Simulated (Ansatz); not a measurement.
### Question
AgI in space group P6_3mc (No. 186; Ag on 2a, Ag on 2b, I on 2a, I on 2b) is relaxed with DFT-LDA in the program Ansatz with PAW potentials. What lattice parameters of the conventional cell result?

### Answer
a = 4.326 Å, c = 14.381 Å.

### Question
Give the free coordinates with the occupied sites.

### Answer
In one choice of origin and axes:

```tsv
atom	site	symmetry	x	y	z
Ag	2a	3m.	0.0000	0.0000	0.3236
Ag	2b	3m.	0.6667	0.3333	0.4265
I	2a	3m.	0.0000	0.0000	0.0180
I	2b	3m.	0.6667	0.3333	0.2318
```

### Question
Is it a metal or does it have a gap at this level?

### Answer
A gap of 1.25 eV, direct.

The workflow started from a Materials Project entry (that database holds measured and hypothetical structures alike). Its sites differ from those of the usual phase in this space group: another stacking or structure type. The LDA relaxation kept the symmetry of its start; whether a distortion lowers the energy is not shown. No spin polarisation was allowed. A crystal of weakly bound layers computed without a dispersion correction: the cell and the soft elastic constants depend strongly on that. Scalar-relativistic: spin–orbit coupling is off unless named, which matters more the heavier the elements.

Potentials: the later of the program's two PAW sets.
